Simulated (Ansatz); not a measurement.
# Time and memory for HfC

```yaml
crystal:
  lattice:
    - [0.0, 2.325, 2.325]
    - [2.325, 0.0, 2.325]
    - [2.325, 2.325, 0.0]
  atoms:
    - { symbol: Hf, position: [0.5, 0.5, 0.5] }
    - { symbol: C, position: [0.0, 0.0, 0.0] }
kpoints:
  mp_grid: { grid: [12, 12, 12] }
scf:
  occupations: { method: fermi_dirac, width: 0.05 }
hamiltonian:
  xc: pbe
  pseudopotentials: { kind: paw }
output:
  forces: true
  stress: true
  populations: true
  efg: { quadrupole_moments_barn: { Hf: 3.365 }, contact_densities: true }
relax:
  f_tol: 0.02
  max_steps: 60
```

```sh
ansatz run input.yaml --threads 1 --pin off --max-ram 3072MiB --backend cpu --events-out ev --progress --plain --runs-dir out
```

It runs on 1 thread of Arm Neoverse V2 (aarch64; 28 cores open to the job, memory cap 3.0 GiB, no GPU), a shared host with a load of 0.8 a core.

(1) Estimate the wall time and the peak memory.

Results:

(1) About 4.4 s of wall time (4.4 s of CPU time) and 0.4 GiB. The run holds 30 valence electrons in 19 bands, about 531 plane waves a k-point and 72 irreducible k-points, and took 6 SCF iterations, over 1 ionic steps. Times on a shared host vary by tens of per cent.
